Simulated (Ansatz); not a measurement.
ScSiO:
```cif
data_O2Sc2Si2
_chemical_formula_sum 'Sc2 Si2 O2'
_space_group_name_H-M_alt 'P4/nmm :1'
_space_group_IT_number 129
_space_group_name_Hall 'P 4ab 2ab -1ab'
_cell_length_a 3.24459
_cell_length_b 3.24459
_cell_length_c 7.52586
_cell_angle_alpha 90.000
_cell_angle_beta 90.000
_cell_angle_gamma 90.000
loop_
_space_group_symop_operation_xyz
  'x, y, z'
  '-y+1/2, x+1/2, z'
  '-x, -y, z'
  'y+1/2, -x+1/2, z'
  'x+1/2, -y+1/2, -z'
  '-y, -x, -z'
  '-x+1/2, y+1/2, -z'
  'y, x, -z'
  '-x+1/2, -y+1/2, -z'
  'y, -x, -z'
  'x+1/2, y+1/2, -z'
  '-y, x, -z'
  '-x, y, z'
  'y+1/2, x+1/2, z'
  'x, -y, z'
  '-y+1/2, -x+1/2, z'
loop_
_atom_site_label
_atom_site_type_symbol
_atom_site_symmetry_multiplicity
_atom_site_Wyckoff_symbol
_atom_site_fract_x
_atom_site_fract_y
_atom_site_fract_z
_atom_site_occupancy
Sc1 Sc 2 c 0.50000 0.00000 0.33345 1
Si1 Si 2 a 0.00000 0.00000 0.00000 1
O1 O 2 c 0.00000 0.50000 0.38950 1
```

Relaxed at zero pressure with DFT-r²SCAN in the program Ansatz with PAW potentials.

### Question
The volume is lowered by 9 % and shape and atoms relax at that volume. What pressure results, and how do the axes share the change?

### Answer
16.0 GPa; a -2.9 %, b -2.9 %, c -3.6 %; the energy rises by 54 meV/atom.

### Question
Give the new structure.

### Answer

Space group P4/nmm, origin choice 1 (No. 129); a = b = 3.1521 Å, c = 7.2563 Å, α = β = γ = 90.00°

```
atom  site  symmetry       x       y       z
----  ----  --------  ------  ------  ------
Sc      2c       4mm  0.5000  0.0000  0.3294
Si      2a      -4m2  0.0000  0.0000  0.0000
O       2c       4mm  0.0000  0.5000  0.3853
```

The phase is kept; no other phase was compared at this pressure.

The start of the workflow was typed in or built on a structure type; neither database checked (COD, Materials Project) lists it. Whether it is the stable phase at ambient conditions was not checked. The r²SCAN relaxation kept the symmetry of its start; whether a distortion lowers the energy is not shown. The run is not spin-polarised.

Potentials: the earlier of the program's two PAW sets.
